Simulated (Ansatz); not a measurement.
A distorted cell of TiSi₂ (C54 type, space group Fddd):

```xyz
6
Lattice="0.0000 4.0765 4.2248 2.3706 0.0000 4.2248 2.3706 4.0765 0.0000" Properties=species:S:1:pos:R:3 pbc="T T T"
Si     2.3706     5.4086     4.2248
Si     2.3706     2.7444     4.2248
Si     3.5559     4.7826     6.3372
Si     3.5559     7.4469     6.3372
Ti     0.0000     0.0000     0.0000
Ti     1.1853     2.0382     2.1124
```

These are PBE (plane waves to 420 eV, PAW, scalar-relativistic; Ansatz, a program for electronic structure) values and carry that method's errors. k mesh 13×13×13 (Γ-centred), Fermi-Dirac smearing 0.05 eV. E stands for the smeared free energy. Stress and pressure are positive under compression. TiSi2 is run without spin polarisation. TiSi2 was relaxed with its symmetry unable to fall.

Q: What is the stress tensor (GPa)?

A: 
```
    6.2      0.0      0.0
    0.0      5.5      0.0
    0.0      0.0      7.4
```
The pressure, a third of the trace, is 6.4 GPa.

Q: It is the relaxed cell scaled evenly to V/V₀ = 0.960, atoms relaxed where free. What is its energy relative to the relaxed cell?

A: 11 meV/atom.

(A scan under strain: stresses follow from slopes of the energy per volume, elastic moduli from its curvatures.)
